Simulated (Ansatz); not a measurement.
Re:
```yaml
crystal:
  lattice:
    - [0.00000, 2.82587, 2.82587]
    - [2.82587, 0.00000, 2.82587]
    - [2.82587, 2.82587, 0.00000]
  atoms:
    - { symbol: Re, position: [0.00000, 0.00000, 0.00000] }
    - { symbol: Re, position: [0.25000, 0.25000, 0.25000] }
```

Relaxed with PBE. Special points in fractions of this cell's reciprocal vectors: Γ (0.000, 0.000, 0.000); X (0.500, 0.000, 0.500); U (0.625, 0.250, 0.625); K (0.375, 0.375, 0.750); L (0.500, 0.500, 0.500); W (0.500, 0.250, 0.750).

Question: List the band energies nearest the Fermi level at these points for PBE with spin–orbit coupling (plane waves, PAW; program Ansatz).

Answer: In eV from the Fermi level; about four levels below and three above (degenerate sets whole), none deeper than 8.9 eV; points with the same levels are listed once.

```json
[
 {"k": "Γ", "below": "-2.24 -2.24 -2.24 -2.24 -2.20 -2.20", "above": "0.57 0.57 0.76 0.76 0.76 0.76"},
 {"k": "X", "below": "-1.93 -1.93 -1.93 -1.93", "above": "0.06 0.06 0.06 0.06"},
 {"k": "U", "below": "-0.56 -0.56 -0.42 -0.42", "above": "0.02 0.02 2.53 2.53"},
 {"k": "L", "below": "-2.42 -2.42 -2.41 -2.41 -0.91 -0.91", "above": "1.72 1.72 1.75 1.75"},
 {"k": "W", "below": "-0.68 -0.68 -0.66 -0.66", "above": "3.66 3.66 3.92 3.92 3.93 3.93"}
]
```

Space group Fd-3m (diamond). The start of the workflow was typed in or built on a structure type; neither database checked (COD, Materials Project) lists it. It is not the phase usual at ambient conditions (space group No. 194). The PBE relaxation kept the symmetry of its start; its stability against distortions is not shown here. No spin polarisation was allowed.

Potentials: the earlier of the program's two PAW sets.
